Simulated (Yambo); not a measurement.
Yambo run on BeS (zinc blende, space group F-43m, No. 216). The wavefunctions are PBEsol (Quantum ESPRESSO, PseudoDojo norm-conserving, 88 Ry, scalar-relativistic) ones on a 6×6×6 mesh (5 occupied bands); a = b = c = 3.422 Å, α = β = γ = 60.00°.

Yambo input:

```
rim_cut
gw0
dyson
el_el_corr
HF_and_locXC
ppa
em1d
RandQpts= 1000000
RandGvec= 1 Ry
EXXRLvcs= 88 Ry
VXCRLvcs= 352 Ry
Chimod= "HARTREE"
% BndsRnXp
 2 | 45 |
%
NGsBlkXp= 4 Ry
% LongDrXp
 1.0 | 1.0 | 1.0 |
%
PPAPntXp= 27.2114 eV
% GbndRnge
 1 | 45 |
%
GTermKind= "none"
DysSolver= "n"
ExtendOut
% QPkrange
 1 | 1 | 5 | 6 |
 13 | 13 | 6 | 6 |
%
```

k points by index: 1 = Γ, 13 = X.

Table of the .qp output:

```
#    K-point    Band    Eo [eV]    E [eV]    E-Eo [eV]    Vxc [eV]    Vnlxc [eV]    Sc|Eo [eV]    Sc|E [eV]    dSc/dw|Eo [eV]    Re(Z)    Im(Z)
#
    1    5    0.000000    -0.852899    -0.852899    -13.60445    -16.54989    1.880965    2.092545    -6.749712    0.801250    -0.001235
    1    6    5.592244    6.565148    0.972904    -11.11524    -5.912476    -4.009348    -4.229858    -6.166759    0.815244    -0.001183
    13    6    2.916091    3.497555    0.581464    -9.542110    -5.245727    -3.594316    -3.714918    -5.642968    0.828241    -0.001127
```
(The two width columns are left out.) Convergence of these settings isn't established.

Geometry relaxed with PBEsol.
